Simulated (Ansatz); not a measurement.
## BaSrYNbO₆ — 135Ba NMR of the central transition

Cell: a computed structure from the Materials Project (it need not be an observed phase) whose atoms were relaxed with PBE, the cell held.

```cif
data_BaSrYNbO6
_symmetry_space_group_name_H-M 'P-1'
_symmetry_Int_Tables_number 2
_cell_length_a 5.9783
_cell_length_b 5.9835
_cell_length_c 8.4577
_cell_angle_alpha 90.242
_cell_angle_beta 90.206
_cell_angle_gamma 90.228
loop_
_atom_site_label
_atom_site_type_symbol
_atom_site_symmetry_multiplicity
_atom_site_Wyckoff_symbol
_atom_site_fract_x
_atom_site_fract_y
_atom_site_fract_z
Ba Ba 2 i 0.9952 0.9854 0.7502
Sr Sr 2 i 0.5009 0.4768 0.7491
Y5 Y 1 d 0.5000 0.0000 0.0000
Y6 Y 1 g 0.0000 0.5000 0.5000
Nb7 Nb 1 c 0.0000 0.5000 0.0000
Nb8 Nb 1 f 0.5000 0.0000 0.5000
O9 O 2 i 0.2099 0.7611 0.0227
O10 O 2 i 0.2987 0.2676 0.4603
O13 O 2 i 0.2626 0.2937 0.0406
O14 O 2 i 0.2368 0.7924 0.4817
O17 O 2 i 0.4501 0.0360 0.7348
O18 O 2 i 0.0665 0.4897 0.7653
```

One atom of each set is listed.

All values are calculated (Ansatz; DFT, PBE, plane waves and PAW, scalar-relativistic, 420 eV cutoff, Γ-centred 4×4×3 k-points, Fermi–Dirac smearing 0.02 eV), not measured.

135Ba has I = 3/2 and Q = 153.0 mb (Pyykkö 2018); at 21.1 T its Larmor frequency is ν₀ = 89.8 MHz (from the bare nuclear moment; shielding lowers the observed one by a per cent or two). Only the quadrupole interaction is simulated: positions count from each site's isotropic chemical shift, and shift anisotropy, dipolar and J coupling are left out.

(1) What does the 135Ba spectrum (static powder) show for each site?

## Answers

(1) 

```
site          first shell  C_Q (MHz)     η  P_Q (MHz)  δ_QIS (ppm)  breadth (kHz)
  Ba  12 O at 2.74–3.49 Å      -11.3  0.90       12.7         -500            336
```

δ_QIS = −(ν_Q²/30ν₀²)[I(I+1) − 3/4](1 + η²/3) × 10⁶ ppm with ν_Q = 3|C_Q|/[2I(2I−1)]; it falls as 1/B₀² in ppm, and the breadth as 1/B₀ in kHz.

Without spin–orbit coupling (the program notes it for Ba) the gradients are little affected as a rule: paired runs on crystals with a gap mostly move them by under 2 % at such atoms.

The relaxation (7 steps) took 2.2 min of wall time (4.3 min of CPU time) and 1.1 GiB at its peak, on 2 threads of Arm Neoverse V2 (aarch64; 8 cores open to the job, memory cap 5.0 GiB, no GPU), a shared host with a load of 0.5 a core.
